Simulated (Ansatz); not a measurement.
CoIrPt:
```cif
data_CoIrPt
_chemical_formula_sum 'Co1 Pt1 Ir1'
_space_group_name_H-M_alt 'P3m1'
_space_group_IT_number 156
_space_group_name_Hall 'P 3 -2"'
_cell_length_a 2.68029
_cell_length_b 2.68029
_cell_length_c 6.44479
_cell_angle_alpha 90.000
_cell_angle_beta 90.000
_cell_angle_gamma 120.000
loop_
_atom_site_label
_atom_site_type_symbol
_atom_site_symmetry_multiplicity
_atom_site_Wyckoff_symbol
_atom_site_fract_x
_atom_site_fract_y
_atom_site_fract_z
_atom_site_occupancy
Co1 Co 1 a 0.00000 0.00000 0.99446 1
Pt1 Pt 1 b 0.33333 0.66667 0.32104 1
Ir1 Ir 1 c 0.66667 0.33333 0.68450 1
```
The run is spin-polarised, in the one order tried: ferromagnetic.

Relaxed at zero pressure with plane-wave PAW PBEsol (Ansatz code).

Task: The volume is lowered by 3 % and shape and atoms relax at that volume. What pressure results, and how do the axes share the change?

Result: 9.4 GPa; a -0.9 %, b -0.9 %, c -1.2 %; the energy rises by 11 meV/atom.

Task: Give the new structure.

Result: 
Space group P3m1 (No. 156); a = 2.656 Å, b = 2.656 Å, c = 6.366 Å, α = 90.00°, β = 90.00°, γ = 120.00°

```tsv
atom	site	symmetry	x	y	z
Co	1a	3m.	0.0000	0.0000	0.9948
Pt	1b	3m.	0.3333	0.6667	0.3209
Ir	1c	3m.	0.6667	0.3333	0.6843
```

The phase is kept; no other phase was compared at this pressure.

The start of the workflow was typed in or built on a structure type; neither database checked (COD, Materials Project) lists it. Its standing as an ambient phase is unchecked. Symmetry was held in the PBEsol relaxation; its stability against distortions is not shown here. The final state is ferromagnetic, the only order run, not a proven ground state. Axis ratios of metals converge slowly with the k-mesh, so a and c are less sure than the volume. Spin–orbit coupling is left out wherever it is not named.

Potentials: the later of the program's two PAW sets.
